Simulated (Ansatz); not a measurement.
# ZnSnO₃: computed property card

ZnSnO₃:
```
CELL_PARAMETERS angstrom
      2.63904     1.52365     4.67033
     -2.63904     1.52365     4.67033
      0.00000    -3.04730     4.67033
ATOMIC_POSITIONS crystal
  Zn 0.29497 0.29497 0.29497
  Zn 0.79497 0.79497 0.79497
  Sn 0.01257 0.01257 0.01257
  Sn 0.51257 0.51257 0.51257
  O  0.72146 0.11606 0.40523
  O  0.40523 0.72146 0.11606
  O  0.11606 0.40523 0.72146
  O  0.90523 0.61606 0.22146
  O  0.22146 0.90523 0.61606
  O  0.61606 0.22146 0.90523
```

Space group R3c (No. 161); conventional cell a = 5.278 Å, b = 5.278 Å, c = 14.011 Å, α = 90.00°, β = 90.00°, γ = 120.00°.

Method: plane-wave PAW PBEsol (Ansatz code). The cell and atoms are relaxed at this level. Other levels are named where they apply.

### Cell and energy

- Volume per atom = 11.27 Å³
- Density = 6.84 g/cm³
- Formation energy from the elements (no fitted shifts) = -1.56 eV/atom

### Electronic structure

Band gap: 1.25 eV (direct)
Valence-band maximum: at Γ
Conduction-band minimum: at Γ
Electron effective mass: 0.19 mₑ (isotropic)
Electron effective mass with spin–orbit coupling: 0.19 mₑ (isotropic)
Hole effective mass, band 1 of 2 at the edge: 5.3 along x, 13 along z (mₑ)
Hole effective mass, band 2 of 2 at the edge: 0.91 along x, 13 along z (mₑ)
HSE06 gap on the PBEsol cell: 3.05 eV
Gap with spin–orbit coupling: 1.23 eV

### Mechanics

- Bulk modulus (Birch–Murnaghan fit): 1800 kbar
- Pressure derivative B′: 4.3
- Elastic constants (relaxed ions, GPa): C11 = 313, C12 = 150, C13 = 122, C14 = 1.0, C33 = 249, C44 = 71.0
- Mechanical stability: stable (all eigenvalues of C positive)
- Hill bulk and shear moduli: 183 and 76.5 GPa
- Young's modulus: 201 GPa
- Poisson's ratio: 0.32
- Debye temperature from the elastic constants: 497 K
- Piezoelectric stress constants (proper, relaxed ions, C/m²): e15 = e24 = -0.42, e16 = e21 = 0.06, e22 = -0.06, e31 = e32 = -0.76, e33 = -0.50

### Dielectric response

* **Electronic dielectric constant ε∞ (DFPT)**: 5.01 (xx = yy), 4.85 (zz)
* **Born charges (a third of the trace)**: Zn +2.33, Sn +4.23, O -2.19 e

### Charges

Bader charges: Zn +1.27, Sn +2.41, O -1.23 e

The cell was relaxed with PBEsol under the symmetry of its start. Signs of piezoelectric constants follow the polarity of the cell as given. The references are the lowest solids computed at this level, not always the standard phases (solids in place of the gases). Spin–orbit coupling is left out wherever it is not named.

Potentials: the later of the program's two PAW sets.
